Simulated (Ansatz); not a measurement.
**Troubleshooting: MoP$_{4}$**

We look at MoP$_{4}$: the coordinates of a database entry, unrelaxed (space group C2/c), with 10 atoms per cell. Forces or pressure are large there, so the entry is far from the computed equilibrium and may be faulty or of a sample under other conditions. Source: COD entry 2106092; the sample's temperature and pressure aren't taken into account, and it need not be the stable phase.

Method: DFT, r2SCAN, PAW, plane waves, scalar-relativistic in Ansatz development build ahead of 0.2.0.

```yaml
crystal:
  lattice:
    - [2.6565, -5.5695, 0.0]
    - [2.6565, 5.5695, 0.0]
    - [-2.05152, 0.0, 5.44644]
  atoms:
    - { symbol: Mo, position: [0.93759, 0.06241, 0.25], spin: 2.0 }
    - { symbol: Mo, position: [0.06241, 0.93759, 0.75], spin: 2.0 }
    - { symbol: P, position: [0.18518, 0.36236, 0.67797] }
    - { symbol: P, position: [0.63764, 0.81482, 0.82203] }
    - { symbol: P, position: [0.81482, 0.63764, 0.32203] }
    - { symbol: P, position: [0.36236, 0.18518, 0.17797] }
    - { symbol: P, position: [0.05273, 0.49503, 0.18996] }
    - { symbol: P, position: [0.50497, 0.94727, 0.31004] }
    - { symbol: P, position: [0.94727, 0.50497, 0.81004] }
    - { symbol: P, position: [0.49503, 0.05273, 0.68996] }
magnetization:
  spin_polarized: true
hamiltonian:
  xc: r2scan
  pseudopotentials: { kind: paw }
basis:
  ecutwfc: 500
kpoints:
  mp_grid: { grid: [4, 4, 4] }
scf:
  occupations: { method: fermi_dirac, width: 0.05 }
  lower_state_search: "off"
  max_iter: 12
output:
  forces: true
  stress: true
```

The starting density is a sum of atomic densities.

Only one magnetic start was run, with no search, so the state need not be the lowest.

Launched as:
```sh
ansatz run input.yaml --threads 2 --pin off --max-ram 5120MiB --backend cpu --events-out ev --progress --plain --runs-dir out
```

It took 45 s on 2 threads of Arm Neoverse V1, with other jobs on the host, peak memory 0.96 GiB.

```json
{"iteration": "1", "Harris–Foulkes energy + 16012 (eV)": "0.5136", "largest residual (eV)": "5.16e+00", "M (μB)": "0.54", "absolute moment (μB)": "1.62"}
{"iteration": "2", "Harris–Foulkes energy + 16012 (eV)": "0.4240", "largest residual (eV)": "2.46e+00", "M (μB)": "0.38", "absolute moment (μB)": "1.40"}
{"iteration": "3", "Harris–Foulkes energy + 16012 (eV)": "0.2806", "largest residual (eV)": "1.04e+00", "M (μB)": "0.24", "absolute moment (μB)": "1.19"}
{"iteration": "4", "Harris–Foulkes energy + 16012 (eV)": "0.1323", "largest residual (eV)": "4.20e-01", "M (μB)": "0.16", "absolute moment (μB)": "0.99"}
{"iteration": "5", "Harris–Foulkes energy + 16012 (eV)": "0.0179", "largest residual (eV)": "2.41e-01", "M (μB)": "0.12", "absolute moment (μB)": "0.84"}
{"iteration": "6", "Harris–Foulkes energy + 16012 (eV)": "-0.0458", "largest residual (eV)": "1.45e-01", "M (μB)": "0.09", "absolute moment (μB)": "0.70"}
{"iteration": "7", "Harris–Foulkes energy + 16012 (eV)": "-0.0884", "largest residual (eV)": "8.76e-02", "M (μB)": "0.06", "absolute moment (μB)": "0.58"}
{"iteration": "8", "Harris–Foulkes energy + 16012 (eV)": "-0.1154", "largest residual (eV)": "5.33e-02", "M (μB)": "0.05", "absolute moment (μB)": "0.49"}
{"iteration": "9", "Harris–Foulkes energy + 16012 (eV)": "-0.1342", "largest residual (eV)": "3.05e-02", "M (μB)": "0.03", "absolute moment (μB)": "0.40"}
{"iteration": "10", "Harris–Foulkes energy + 16012 (eV)": "-0.1629", "largest residual (eV)": "6.37e-04", "M (μB)": "0.00", "absolute moment (μB)": "0.13"}
{"iteration": "11", "Harris–Foulkes energy + 16012 (eV)": "-0.1652", "largest residual (eV)": "1.59e-04", "M (μB)": "0.00", "absolute moment (μB)": "0.06"}
{"iteration": "12", "Harris–Foulkes energy + 16012 (eV)": "-0.1657", "largest residual (eV)": "7.63e-06", "M (μB)": "0.00", "absolute moment (μB)": "0.01"}
```

The run ends with: did not converge after 12 iterations: onsite_residual = 1.21e-5 (threshold 1.00e-7), under the density mixer `broyden`, which `scf.mixing.algorithm: auto` chose by the deck's other keys (type `scf.mixing.algorithm: broyden` to keep it) [...]

What is going wrong, and which changes make it converge?

The run is cut off after 12 iterations, too early to settle (residual 5.2e+00 eV at the start, 7.6e-06 eV at the end). The test that isn't met at the end is that of the on-site occupations (PAW one-centre and Hubbard) (residual 1.21e-5 eV). The setting at fault is “iteration limit 12”: with the default settings (Broyden mixing, preconditioner Kerker) the same cell converges in 18 iterations, non-magnetic, no gap on the k-mesh. The iteration limit is simply too low. Changes that cure it: iteration limit raised to 200 (18 iterations).
